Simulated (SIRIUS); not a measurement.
A self-consistent single point of ZnSe (F-43m, 2 atoms in the cell; from Materials Project mp-1190).

```yaml
crystal:
  lattice:
    - [0.00000, 2.83244, 2.83244]
    - [2.83244, 0.00000, 2.83244]
    - [2.83244, 2.83244, 0.00000]
  atoms:
    - { symbol: Zn, position: [0.00000, 0.00000, 0.00000] }
    - { symbol: Se, position: [0.75000, 0.75000, 0.75000] }
```

Level of theory: revPBE, FP-LAPW (LAPW with two local orbitals a valence shell; core below -3 Ha), all-electron full potential with ZORA scalar-relativistic valence and Dirac core (SIRIUS).

SIRIUS settings:

* **parameters.ngridk**: 7 7 7
* **basis**: LAPW with two local orbitals a valence shell, core below -3 Ha
* **unit_cell.atom_type_rmt**: {Zn: 2.24, Se: 2.24} bohr
* **parameters.xc_functionals**: [XC_GGA_X_PBE_R, XC_GGA_C_PBE]
* **parameters.aw_cutoff**: 7
* **parameters.pw_cutoff**: 16 1/bohr
* **parameters.smearing**: gaussian
* **parameters.smearing_width**: 0.000367493 Ha
* **parameters.electronic_structure_method**: full_potential_lapwlo
* **parameters.lmax_apw**: 8
* **parameters.lmax_rho**: 8
* **parameters.lmax_pot**: 8
* **parameters.auto_rmt**: 0
* **parameters.num_fv_states**: 18
* **parameters.num_mag_dims**: 0
* **parameters.num_dft_iter**: 100
* **parameters.energy_tol**: 1e-07 Ha
* **parameters.density_tol**: 1e-06
* **mixer.type**: anderson
* **mixer.beta**: 0.2
* **mixer.use_hartree**: true

Results:

```
Quantity                                                   Result
------------------------------------------------  ---------------
Number of valence electrons                                    28
Number of bands                                                18
Number of k-points after the program's reduction               20
Size of the basis                                             197
Number of SCF iterations                                       13
FFT grid                                             45 × 45 × 45
Free energy E − TS                                -115014.5429 eV
```

The structure comes from a collection of computed structures, made at another level of theory; the collection holds predicted forms beside known ones. Values depend on the basis (sphere radii, cutoffs, local orbitals), which need not be converged.

Cost on one core: roughly 40 core-seconds.
